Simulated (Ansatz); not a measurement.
Mg2Mn3VS8: what each run costs

Cell: 14 atoms, space group R-3m, a = 7.269 Å, b = 7.269 Å, c = 7.269 Å, α = 59.94°, β = 59.94°, γ = 59.94°.

All runs are DFT with Ansatz 0.2.0 on 1 thread of Arm Neoverse N1 (aarch64; 36 cores open to the job, memory cap 3.0 GiB, no GPU), a shared host.

(1) Rank the runs by wall time, shortest first.
A. single point, PBE, collinear spin, 420 eV, 5×5×5 k-points, smearing 0.02 eV
B. single point, r2SCAN, collinear spin, 500 eV, 6×6×6 k-points, smearing 0.05 eV
C. single point, PBE, collinear spin, 420 eV, 6×6×6 k-points, smearing 0.05 eV

## Answers

(1) A (6.3 min, 1.3 GiB), C (15 min, 2.1 GiB), B (28 min, 2.6 GiB).
